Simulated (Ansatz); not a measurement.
PbS:
```yaml
crystal:
  lattice:
    - [-2.08710, 2.08710, 2.94935]
    - [2.08710, -2.08710, 2.94935]
    - [2.08710, 2.08710, -2.94935]
  atoms:
    - { symbol: Pb, position: [0.00000, 0.00000, 0.00000] }
    - { symbol: S, position: [0.50000, 0.50000, 0.00000] }
```

Relaxed with PBEsol. Plane-wave PAW PBEsol (Ansatz code) gives a gap of 0.19 eV.

Q: What gap does HSE06 give on the same cell (Ansatz, PAW)?

A: 0.71 eV, 0.52 eV more. The hybrid was solved on a coarser mesh and at special points; its gap is the smallest among all of these.

```
k   v1 PBEsol  c1 PBEsol    v1 HSE06    c1 HSE06
--  ---------  ---------  ----------  ----------
Γ       -2.27       5.18  (withheld)  (withheld)
M       -3.59       3.62  (withheld)  (withheld)
X       -3.58       3.62       -4.08        4.26
P       -1.07       2.09  (withheld)  (withheld)
N        0.00       0.19        0.00        0.71
S0      -2.60       3.23  (withheld)  (withheld)
R       -1.07       2.08       -1.30        2.70
```

Q: Top valence (v1) and lowest conduction level (c1) in eV from each method's valence maximum (which need not be a listed point): supply the withheld HSE06 values.

A: 
- M, v1 HSE06: -4.09
- M, c1 HSE06: 4.25
- Γ, v1 HSE06: -2.67
- Γ, c1 HSE06: 6.04
- P, v1 HSE06: -1.29
- P, c1 HSE06: 2.70
- S0, v1 HSE06: -2.87
- S0, c1 HSE06: 3.90

Cost on shared cores: the PBEsol run (SCF on a 9×9×9 mesh, then bands and DOS) about 23 core-seconds (a rough figure), the HSE06 run (SCF on 7×7×7, then a few points) very roughly 7 core-minutes; the tasks are unlike.

Space group Fm-3m (rock salt). The PBEsol relaxation kept the symmetry of its start. Point labels and valley counts follow the cell and symmetry of the run, lower than the named group. Spin–orbit coupling is left out wherever it is not named.

Potentials: the later of the program's two PAW sets.
